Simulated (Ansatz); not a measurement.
Li, DFT, LDA, all-electron PAW with datasets made for the crystal, scalar-relativistic (Ansatz 0.2.0), run on 1 thread of Arm Neoverse V2 on a shared host.

The cell is a measured one (Crystallography Open Database entry 9017802); the temperature and pressure of the measurement aren't taken into account, and nothing was relaxed.

Command: `ansatz run input.yaml --threads 1 --pin off --max-ram 4096MiB --backend cpu --events-out ev --progress --plain --runs-dir out`

```yaml
crystal:
  lattice:
    - [1.5504989657, 0.8951809952, 7.5883]
    - [-1.5504989657, 0.8951809952, 7.5883]
    - [0.0, -1.7903619905, 7.5883]
  atoms:
    - { symbol: Li, position: [0.0, 0.0, 0.0] }
    - { symbol: Li, position: [0.222, 0.222, 0.222] }
    - { symbol: Li, position: [0.778, 0.778, 0.778] }
kpoints:
  mp_grid: { grid: [12, 12, 12] }
  band_path:
    path:
      - [0.0, 0.0, 0.0]
      - [0.5, 0.5, 0.5]
      - [0.824055609, 0.175944391, 0.5]
      - [0.5, -0.175944391, 0.175944391]
      - [0.5, 0.0, 0.0]
      - [0.0, 0.0, 0.0]
      - [0.3379721955, -0.3379721955, 0.0]
      - [0.6620278045, 0.0, 0.3379721955]
      - [0.5, 0.0, 0.5]
    npoints: 8
scf:
  occupations: { method: fermi_dirac, width: 0.08 }
hamiltonian:
  xc: lda
  pseudopotentials: { kind: all_electron, datasets: crystal }
output:
  forces: true
  stress: true
  eigenvalues: true
  efg: { contact_densities: true }
```

Task: How large is the problem that the program sets up?

Result: 189 irreducible k-points, 151 plane waves at Γ, 6 bands.

Task: Estimate the wall time and the peak memory.

Result: 5.1 s of wall time for 6 SCF iterations, with a peak of 0.29 GiB. Times on shared machines scatter by tens of per cent.

Task: And the same cell and mesh by LAPW (all electrons), asked for forces, stress, eigenvalues, populations, dos and the same band path, on the same hardware?

Result: 7.1 s, peak memory 0.25 GiB.

Task: And the same cell and mesh by frozen-core PAW, asked for forces, stress, eigenvalues, efg, populations, bader, dos, write_density, write_potential, elf and the same band path, on the same hardware?

Result: 68 s, peak memory 0.37 GiB.
